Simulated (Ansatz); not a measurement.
Relaxed-ion elastic tensor of MoRu (L1₀ or tetragonal B2, P4/mmm) in GPa (Voigt order), PBEsol in the plane-wave PAW code Ansatz; density 11.40 g/cm³, 14.34 Å³ per atom.

```
 530   130   244   0.0   0.0   0.0
 130   530   244   0.0   0.0   0.0
 244   244   438   0.0   0.0   0.0
 0.0   0.0   0.0   165   0.0   0.0
 0.0   0.0   0.0   0.0   165   0.0
 0.0   0.0   0.0   0.0   0.0  82.7
```

Is the crystal mechanically stable?

Yes: the smallest eigenvalue of C is 82.7 GPa.

Work out the Voigt, Reuss and Hill averages.

K_V = 304, K_R = 304, K_H = 304; G_V = 141, G_R = 125, G_H = 133 GPa.

Give Young's modulus, Poisson's ratio, Pugh's ratio and the universal anisotropy index.

E = 9KG/(3K + G) = 348 GPa; ν = 0.31; K/G = 2.28 (ductile by the Pugh limit of 1.75); A_U = 5G_V/G_R + K_V/K_R − 6 = 0.64.

Estimate the sound speeds and the Debye temperature.

v_l = √((K + 4G/3)/ρ) = 6490 m/s, v_t = √(G/ρ) = 3420 m/s, mean 3820 m/s; Θ = (h/k)(3n/4πV)^(1/3) v_m = 468 K.

How much does each axis shrink under pressure?

Linear compressibilities β_i = Σ_j S_ij (j = 1 to 3): x 1.1, y 1.1, z 1.0 per TPa.

The start of the workflow was typed in or built on a structure type; neither database checked (COD, Materials Project) lists it. Its standing as an ambient phase is unchecked. The PBEsol relaxation kept the symmetry of its start; whether a distortion lowers the energy is not shown. The run is not spin-polarised. As this level gives no gap, shear constants depend on the k-mesh and smearing (Fermi–Dirac, 0.1 eV here).

Potentials: the later of the program's two PAW sets.
